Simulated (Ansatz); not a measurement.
Be5Pt:
```cif
data_Be20Pt4
_chemical_formula_sum 'Be20 Pt4'
_space_group_name_H-M_alt 'F-43m'
_space_group_IT_number 216
_space_group_name_Hall 'F -4 2 3'
_cell_length_a 5.88299
_cell_length_b 5.88299
_cell_length_c 5.88299
_cell_angle_alpha 90.000
_cell_angle_beta 90.000
_cell_angle_gamma 90.000
loop_
_atom_site_label
_atom_site_type_symbol
_atom_site_symmetry_multiplicity
_atom_site_Wyckoff_symbol
_atom_site_fract_x
_atom_site_fract_y
_atom_site_fract_z
_atom_site_occupancy
Be1 Be 4 c 0.25000 0.25000 0.25000 1
Be2 Be 16 e 0.62452 0.62452 0.62452 1
Pt1 Pt 4 a 0.00000 0.00000 0.00000 1
```
(The calculation used a cell of 6 atoms; values per cell refer to that cell.)

Relaxed with LDA.

Give the optical modes at the zone centre with their infrared activity from DFPT, the program Ansatz at the LDA level (PAW).

Transverse frequencies, without the LO–TO term; a row sums one degenerate level.

```tsv
ω (cm⁻¹)	degeneracy	IR ((D/Å)²/amu)	activity	symmetry
289	3	62.63	IR	T2
376	3	0.00	IR-inactive	T1
397	3	2.85	IR	T2
599	2	0.00	IR-inactive	E
756	3	0.00	IR-inactive	T2
893	1	0.00	IR-inactive	A1
```

How high does the top mode go among those that the LO–TO term moves?

403 cm⁻¹ for q along x.

The first step of the workflow began from a Materials Project structure, measured or hypothetical; the Crystallography Open Database copy checked does not list it. With Be and Pt taken as one species the cell has the higher symmetry Fd-3m, so it may be an ordered model of a mixed-site phase. Whether it is the stable phase at ambient conditions was not checked. Symmetry was held in the LDA relaxation; its stability against distortions is not shown here. The run is not spin-polarised. Scalar-relativistic: spin–orbit coupling is off unless named, which matters more the heavier the elements.

Potentials: the later of the program's two PAW sets.
